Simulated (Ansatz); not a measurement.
# W: energy along a strain

W, Fm-3m, a = 4.060 Å (as given, not relaxed at this level: -12.6 GPa). This isn't the element's structure at ambient conditions. Ansatz: PBEsol, PAW, 420 eV, Γ-centred 20×20×20 mesh on 1 atom, Gaussian smearing 0.15 eV; no spin polarisation. Cell vectors (Å): 0.000 2.030 2.030; 2.030 0.000 2.030; 2.030 2.030 0.000. The cell is strained by x per cent times the pattern (0 0 1 0 0 0) in the order xx yy zz yz xz xy (engineering shears), with fractional coordinates held. y is the free energy over the start, V0 = 16.731 Å³/atom.

| x (%) | y (meV/atom) |
| --- | --- |
| -4.00 | -49.73 |
| -3.00 | ? |
| -2.00 | -25.86 |
| -1.00 | -13.05 |
| 0.00 | 0.00 |
| 1.00 | 13.28 |
| 2.00 | 26.99 |
| 3.00 | 41.52 |
| 3.50 | 49.21 |
| 4.00 | 57.24 |

Problem. Fit y = c1 x + c2 x² + c3 x³ to the other rows, get the stiffness along the pattern, and predict the missing energy.

Solution. Least squares on the rows shown. y = 13.104 x + 0.22347 x² + 0.015776 x³. The clamped-ion stiffness p·C·p = 2 × 2.235 eV × 160.2 / 16.731 Å³ = 43 GPa, which is C33 in these axes (C11 of the cubic crystal) (second derivative at the start, which stands under stress). With a term in x⁴ added, the coefficient of x² becomes 0.1175, 47 % less, which shows how far this figure hangs on the form. At x = -3.00 the fit asked for gives -37.73 meV/atom. The run gave -38.19 meV/atom, so the fit is 0.46 meV/atom too high, 0.43 % of the span of the series, against an rms of 0.22 meV/atom on the fitted rows. With a term in x⁴ added, a fit to the same known rows predicts -38.19 meV/atom, so most of the miss is curvature that the known rows already hold.

Spin–orbit coupling is left out, which can shift energies with elements as heavy as these.